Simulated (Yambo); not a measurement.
A G0W0@LDA run in Yambo for MoF6 (space group Im-3m, No. 229) (2×2×2 Γ-centred k mesh, bands 2 to 187 and a 7 Ry block in the screening, 187 bands in G with the Bruneval-Gonze terminator, plasmon pole fitted at 27.2 eV) gives these matrix elements, in eV, at the band edges (Γ → N):

```tsv
state	E0	<Vxc>	<Σx>	<Σc(E0)>	Z
valence edge	0.000	-22.745	-30.277	5.088	0.785
conduction edge	4.293	-20.416	-15.032	-2.436	0.832
```

Question: Solve the linearised quasiparticle equation for both states, give the gap, and say how exchange and correlation each act on it.

Answer: E = E0 + Z(Σx + Σc − Vxc). Valence: 0.000 + 0.785 × (-30.277 + (5.088) − (-22.745)) = -1.92 eV. Conduction: 4.293 + 0.832 × (-15.032 + (-2.436) − (-20.416)) = 6.74 eV. The gap is 8.66 eV, against 4.29 eV in LDA. Replacing Vxc by bare exchange alone would open it by 12.92 eV; correlation takes back 7.52 eV of that, and Z scales what is left. Nearest settings tried, and what they do to the gap: 147 bands in W, 147 bands in G: +34 meV; 6 Ry block (225 vectors against 321): +51 meV. Not varied: mesh. So the settings aren't converged at that level. The k mesh is coarse. Spin-orbit splittings are left out.

Geometry of the Materials Project entry, not relaxed at this level; primitive cell a = 5.486 Å, b = 5.486 Å, c = 5.486 Å, α = 109.47°, β = 109.47°, γ = 109.47°.

The structure is a Materials Project entry; no match was found in the copy of COD used, and its stability was not checked.
